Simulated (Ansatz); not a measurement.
# Relaxation of Ga2Os

The calculation used DFT r2SCAN, scalar-relativistic, plane waves, PAW in Ansatz. (500 eV cutoff, 8×8×8 k-mesh, Gaussian smearing of 0.02 eV, no spin polarisation)

What was changed: relaxed at 5 GPa.

Spin–orbit coupling is left out, which can shift energies with elements as heavy as these.

Other phases may be more stable at this pressure.

Command:

```bash
ansatz run input.yaml --threads 1 --pin off --max-ram 2560MiB --backend cpu --events-out ev --progress --plain --runs-dir out
```

Input:

```yaml
crystal:
  lattice:
    - [0.0, 4.0898088169, 4.3232843407]
    - [2.3398647541, 0.0, 4.3232843407]
    - [2.3398647541, 4.0898088169, 0.0]
  atoms:
    - { symbol: Ga, position: [0.0827873124, 0.4172126876, 0.0827873124] }
    - { symbol: Ga, position: [0.4172126876, 0.0827873124, 0.4172126876] }
    - { symbol: Ga, position: [0.1672126876, 0.8327873124, 0.1672126876] }
    - { symbol: Ga, position: [0.8327873124, 0.1672126876, 0.8327873124] }
    - { symbol: Os, position: [0.75, 0.75, 0.75] }
    - { symbol: Os, position: [0.5, 0.5, 0.5] }
basis:
  ecutwfc: 500
kpoints:
  mp_grid: { grid: [8, 8, 8] }
hamiltonian:
  xc: r2scan
scf:
  occupations: { method: gaussian, width: 0.02 }
output:
  forces: true
  stress: true
  eigenvalues: true
relax:
  adjacent_minimum: "off"
  f_tol: 0.008
  max_steps: 50
  cell: { stress_tol: 0.08, p_target: 5.0 }
```

F is the free energy. Steps run on the plane waves of an earlier cell, but the last one, and at times one on the way, on a freshly chosen basis, so a repeated geometry can differ a little in energy. The relaxation lowers the enthalpy F + PV at the target pressure, so F itself can rise.

Steps:

```tsv
step	F − F(1) (eV)	largest force component (eV/Å)	V (Å³/atom)	P (GPa)
1	0.0000	0.019	13.791	5.23
2	-0.0025	0.000	13.802	4.93
3	-0.0013	0.000	13.795	5.02
4	-0.0013	0.000	13.795	5.02
```

Relaxed structure:

```
CELL_PARAMETERS angstrom
0.00000 4.08254 4.33208
2.34000 0.00000 4.33208
2.34000 4.08254 0.00000
ATOMIC_POSITIONS crystal
Ga 0.08298 0.41702 0.08298
Ga 0.41702 0.08298 0.41702
Ga 0.16702 0.83298 0.16702
Ga 0.83298 0.16702 0.83298
Os 0.75000 0.75000 0.75000
Os 0.50000 0.50000 0.50000
```

It takes space group Fddd (No. 70, orthorhombic). Conventional cell: a = 4.680 Å, b = 8.165 Å, c = 8.664 Å, α = 90.00°, β = 90.00°, γ = 90.00°. Ga (site symmetry 2) is surrounded by 5 Os at 2.55 to 2.72 Å and 5 Ga at 2.56 to 2.73 Å. Around Os (site symmetry 222) lie 10 Ga at 2.55 to 2.72 Å.

The run converged. It took 3.2 min on 1 thread of Arm Neoverse V2, with other jobs on the host, peak memory 0.86 GiB.